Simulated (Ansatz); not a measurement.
Geometry optimisation in Ansatz: input, command and trajectory.

```yaml
crystal:
  lattice:
    - [3.7635466211, -3.299981949, 0.0]
    - [3.7635466211, 3.299981949, 0.0]
    - [0.0, 0.0, 9.0293914697]
  atoms:
    - { symbol: Al, position: [0.3196302109, 0.3196302109, 0.0] }
    - { symbol: Al, position: [0.6803697891, 0.6803697891, 0.5] }
    - { symbol: Al, position: [0.6803697891, 0.6803697891, 0.0] }
    - { symbol: Al, position: [0.3196302109, 0.3196302109, 0.5] }
    - { symbol: Al, position: [0.8570133594, 0.1429866406, 0.0984224312] }
    - { symbol: Al, position: [0.1429866406, 0.8570133594, 0.5984224312] }
    - { symbol: Al, position: [0.8570133594, 0.1429866406, 0.4015775688] }
    - { symbol: Al, position: [0.1429866406, 0.8570133594, 0.9015775688] }
    - { symbol: Al, position: [0.0215527273, 0.6178939395, 0.25] }
    - { symbol: Al, position: [0.9784472727, 0.3821060605, 0.75] }
    - { symbol: Al, position: [0.3821060605, 0.9784472727, 0.25] }
    - { symbol: Al, position: [0.6178939395, 0.0215527273, 0.75] }
    - { symbol: Ru, position: [0.5355762211, 0.4644237789, 0.25] }
    - { symbol: Ru, position: [0.4644237789, 0.5355762211, 0.75] }
basis:
  ecutwfc: 420
kpoints:
  mp_grid: { grid: [8, 8, 4] }
hamiltonian:
  xc: pbesol
scf:
  occupations: { method: gaussian, width: 0.1 }
output:
  forces: true
  stress: true
  eigenvalues: true
relax:
  adjacent_minimum: "off"
  f_tol: 0.01
  max_steps: 30
  cell: { stress_tol: 0.1, fix: [volume] }
```

```bash
ansatz run input.yaml --threads 4 --pin off --max-ram 10240MiB --backend cpu --events-out ev --progress --plain --runs-dir out
```

Computed with Ansatz, DFT PBEsol, scalar-relativistic, plane waves, PAW.

The volume is held at 1.03 times that of the relaxed cell.

Of 4 frames 3 are shown, positions in Å and forces in eV/Å; the SCF threshold varies from step to step. Steps run on the plane waves of an earlier cell, with a Pulay correction in the pressure. The basis is chosen afresh for the last frame, the zero of the energies, and at times for earlier ones too; energy and pressure can step there, also at an unchanged geometry. Where two frames share a geometry here, they differ by under 2 meV/atom and 0.3 GPa.

```xyz
14
Lattice="3.7635 -3.3000 0.0000 3.7635 3.3000 0.0000 0.0000 0.0000 9.0294" Properties=species:S:1:pos:R:3:forces:R:3 pbc="T T T" step=1 free_energy_over_end_meV_per_atom=0.20 pressure_GPa=-3.39
Al    2.4059    0.0000    0.0000    0.0431    0.0000    0.0000
Al    5.1212    0.0000    4.5147   -0.0431    0.0000    0.0000
Al    5.1212    0.0000    0.0000   -0.0431    0.0000    0.0000
Al    2.4059    0.0000    4.5147    0.0431    0.0000    0.0000
Al    3.7635   -2.3563    0.8887    0.0000    0.0530    0.0598
Al    3.7635    2.3563    5.4034    0.0000   -0.0530    0.0598
Al    3.7635   -2.3563    3.6260    0.0000    0.0530   -0.0598
Al    3.7635    2.3563    8.1407    0.0000   -0.0530   -0.0598
Al    2.4066    1.9679    2.2573   -0.0132   -0.0373    0.0000
Al    5.1205   -1.9679    6.7720    0.0132    0.0373    0.0000
Al    5.1205    1.9679    2.2573    0.0132   -0.0373    0.0000
Al    2.4066   -1.9679    6.7720   -0.0132    0.0373    0.0000
Ru    3.7635   -0.2348    2.2573    0.0000   -0.0618    0.0000
Ru    3.7635    0.2348    6.7720    0.0000    0.0618    0.0000
14
Lattice="3.7534 -3.3056 0.0000 3.7534 3.3056 0.0000 0.0000 0.0000 9.0382" Properties=species:S:1:pos:R:3:forces:R:3 pbc="T T T" step=2 free_energy_over_end_meV_per_atom=0.03 pressure_GPa=-3.23
Al    2.4034    0.0000    0.0000   -0.0175    0.0000    0.0000
Al    5.1034    0.0000    4.5191    0.0175    0.0000    0.0000
Al    5.1034    0.0000    0.0000    0.0175    0.0000    0.0000
Al    2.4034    0.0000    4.5191   -0.0175    0.0000    0.0000
Al    3.7534   -2.3625    0.8946    0.0000   -0.0174   -0.0078
Al    3.7534    2.3625    5.4137    0.0000    0.0174   -0.0078
Al    3.7534   -2.3625    3.6245    0.0000   -0.0174    0.0078
Al    3.7534    2.3625    8.1436    0.0000    0.0174    0.0078
Al    2.3978    1.9548    2.2595   -0.0030    0.0148    0.0000
Al    5.1091   -1.9548    6.7786    0.0030   -0.0148    0.0000
Al    5.1091    1.9548    2.2595    0.0030    0.0148    0.0000
Al    2.3978   -1.9548    6.7786   -0.0030   -0.0148    0.0000
Ru    3.7534   -0.2462    2.2595    0.0000   -0.0024    0.0000
Ru    3.7534    0.2462    6.7786    0.0000    0.0024    0.0000
14
Lattice="3.7565 -3.3016 0.0000 3.7565 3.3016 0.0000 0.0000 0.0000 9.0418" Properties=species:S:1:pos:R:3:forces:R:3 pbc="T T T" step=4 free_energy_over_end_meV_per_atom=0.00 pressure_GPa=-3.26
Al    2.4046    0.0000    0.0000   -0.0030    0.0000    0.0000
Al    5.1084    0.0000    4.5209    0.0030    0.0000    0.0000
Al    5.1084    0.0000    0.0000    0.0030    0.0000    0.0000
Al    2.4046    0.0000    4.5209   -0.0030    0.0000    0.0000
Al    3.7565   -2.3606    0.8951    0.0000   -0.0030    0.0032
Al    3.7565    2.3606    5.4160    0.0000    0.0030    0.0032
Al    3.7565   -2.3606    3.6258    0.0000   -0.0030   -0.0032
Al    3.7565    2.3606    8.1467    0.0000    0.0030   -0.0032
Al    2.3997    1.9559    2.2604   -0.0005    0.0008    0.0000
Al    5.1133   -1.9559    6.7813    0.0005   -0.0008    0.0000
Al    5.1133    1.9559    2.2604    0.0005    0.0008    0.0000
Al    2.3997   -1.9559    6.7813   -0.0005   -0.0008    0.0000
Ru    3.7565   -0.2447    2.2604    0.0000   -0.0020    0.0000
Ru    3.7565    0.2447    6.7813    0.0000    0.0020    0.0000
```

Time: 23 s on 4 threads of Intel(R) Xeon(R) 6975P-C (Granite Rapids) (shared host), peak memory 0.96 GiB.